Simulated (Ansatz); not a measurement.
The start is a generated trial cell of Nb in the beta-Sn structure type. The cell and all atomic positions are relaxed at zero pressure with PBEsol (plane waves to 420 eV, PAW, scalar-relativistic; Ansatz, an electronic-structure program). The first steps use a coarse 13×13×13 k-mesh.

Input geometry:
```
Nb
1.0
   -2.58581     2.58581     1.41085
    2.58581    -2.58581     1.41085
    2.58581     2.58581    -1.41085
Nb
2
Direct
  0.75000   0.25000   0.50000
  0.00000   0.00000   0.00000
```

Q: How large is the pressure on the unrelaxed cell, and of which sign?

A: -3.1 GPa (negative: the cell is under tension).

Q: How much energy is released per atom?

A: Under 0.01 eV/atom.

Q: How does the volume per atom move from start to end?

A: -2.1 %, from 18.87 to 18.46 Å³/atom.

Q: How do the shortest distances between atoms change?

A: The closest pairs of elements (up to four, under 3.6 Å), start → end: Nb–Nb 2.68 → 2.66 Å.

Q: What band gap does the relaxed structure have at this level?

A: No gap (metallic).

Q: What does it relax into? Give the structure.

A: 
Space group I4₁/amd, origin choice 1 (No. 141); a = b = 5.1205 Å, c = 2.8168 Å, α = β = γ = 90.00°

| atom | site | symmetry | x | y | z |
|---|---|---|---|---|---|
| Nb | 4a | -4m2 | 0.0000 | 0.0000 | 0.0000 |
(The calculation used a cell of 2 atoms; values per cell refer to that cell.)

The space group stays I4₁/amd (No. 141) (the run could not lower it); the end is AFLOW prototype A_tI4_141_a (A5, as in Sn), with 2 atoms in the primitive cell. Final values are on a 19×19×19 k-mesh of the relaxed cell. No spin polarisation in the result.

The run could not lose the symmetry of its start: the end is stationary, and may be a saddle point rather than a minimum.

All atoms sit on sites fixed by symmetry, so only the cell could relax.

The relaxed structure here is a generated cell of Nb: the first start was made by placing the elements on the sites of a structure type, and the end was not matched to a known phase here, so it may be hypothetical. Known forms of Nb include space group No. 229.
